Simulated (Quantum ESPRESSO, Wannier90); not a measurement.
**MoSe2 (R3m): Wannier90 run**

Cell from Materials Project (mp-7581), symmetrised, no further relaxation. Not found in the COD (Crystallography Open Database) copy used, which has the formula in other groups; not checked further. Level: PBEsol, no spin polarisation, no spin-orbit coupling; pw.x of Quantum ESPRESSO at 69 Ry with PseudoDojo potentials, 8×8×8 k-points, Wannier90. Density: 12×12×12 mesh, cold smearing 0.01 Ry. The cell is built of weakly bound layers, chains or molecules, whose nearest atoms lie 4.04 Å apart. Database cells relaxed without dispersion often hold them too far apart, which can enlarge gaps and weakens couplings between them; spacing and stacking were not compared with the measured crystal. Spin-orbit coupling, left out, would split the p-like bands by a few tenths of an eV.

On the energy scale of pw.x, whose zero is arbitrary, the valence-band maximum lies at 11.34 eV.

Isolated groups of bands, relative to the valence-band maximum (bands from 28 on overlap up to the last one computed):

```json
[
 {"bands": "1", "from (eV)": "-61.01", "to (eV)": "-60.99", "filling": "filled", "weight on atomic waves": "Mo 4s 97 %"},
 {"bands": "2–11", "from (eV)": "-47.73", "to (eV)": "-47.65", "filling": "filled", "weight on atomic waves": "Se 3d 100 %"},
 {"bands": "12–14", "from (eV)": "-35.26", "to (eV)": "-35.02", "filling": "filled", "weight on atomic waves": "Mo 4p 99 %"},
 {"bands": "15–16", "from (eV)": "-14.55", "to (eV)": "-12.38", "filling": "filled", "weight on atomic waves": "Se 4s 81 %, Mo 4d 8 %, Mo 5s 7 %"},
 {"bands": "17–23", "from (eV)": "-6.03", "to (eV)": "0.00", "filling": "filled", "weight on atomic waves": "Se 4p 59 %, Mo 4d 35 %"},
 {"bands": "24–27", "from (eV)": "1.09", "to (eV)": "4.09", "filling": "empty", "weight on atomic waves": "Mo 4d 55 %, Se 4p 38 %"}
]
```

Input w.win:

```
num_bands = 21
num_wann = 11
exclude_bands = 1-16
num_iter = 1000
conv_tol = 1.0e-6
conv_window = 4
dis_num_iter = 1000
dis_conv_tol = 1.0e-6
dis_froz_max = 2.59
write_hr = true
write_u_matrices = true
begin projections
f=-0.34331,-0.34077,0.00307: d
f=0.42071,0.41886,-0.23756: p
f=0.26871,0.24943,0.24220: p
end projections
begin unit_cell_cart
ang
   -1.6600700900    2.8753257401    0.0000000000
   -3.3201401801    0.0000000000    0.0000000000
   -1.6600700900    0.9584419134    6.8597870000
end unit_cell_cart
begin atoms_frac
Mo  -0.3332400000 -0.3332400000 -0.0002800000
Se   0.4138470000  0.4138470000 -0.2415410000
Se   0.2530630000  0.2530630000  0.2408110000
end atoms_frac
mp_grid = 8 8 8
begin kpoints
0.0000000000 0.0000000000 0.0000000000
0.0000000000 0.0000000000 0.1250000000
0.0000000000 0.0000000000 0.2500000000
... (509 more lines: the 8x8x8 mesh through Gamma)
end kpoints
```

The run ends without an error message, but its bands miss those of pw.x by 712 meV rms and 1.87 eV at worst (states up to 2.1 eV relative to the valence-band maximum).

Task: What is the mistake?

Result: Window typed relative to the reference level, not as an absolute energy. With that mended (11 functions from bands 17-37 of the 37 computed, start hydrogen-like Mo: d; Se: p, centres 0.05 Å off the atoms, frozen window up to 2.59 eV relative to the valence-band maximum, outer window open) the misfit is 3.4 meV rms.
